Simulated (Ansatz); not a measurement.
SiRh (CsCl type, Pm-3m) at seven volumes, DFT-PBEsol in the program Ansatz with PAW potentials, scaled uniformly. One row is withheld.

```tsv
V (Å³/atom)	P (GPa)
11.636	?
12.019	17.42
12.403	7.99
12.786	0.00
13.170	-6.63
13.554	-11.95
13.937	-16.45
```

Task: Fit the shown pressures and predict the withheld one.

Result: P = (3/2)B₀(x^(7/2) − x^(5/2))[1 + (3/4)(B′ − 4)(x − 1)] with x = (V₀/V)^(2/3). Least squares on the six rows gives V₀ = 12.786 Å³/atom, B₀ = 240 GPa, B′ = 5.26. At V = 11.636, x = 1.0648 and P = 28.99 GPa. The run itself gave 28.46 GPa.

The workflow started from a Materials Project entry (that database holds measured and hypothetical structures alike); the Crystallography Open Database copy checked does not list it. COD files the formula under space group No. 14, so this cell is another polymorph or a model. Whether it is the stable phase at ambient conditions was not checked. Symmetry was held in the PBEsol relaxation. At this level the phase is mechanically unstable. The run is not spin-polarised.

Potentials: the later of the program's two PAW sets.
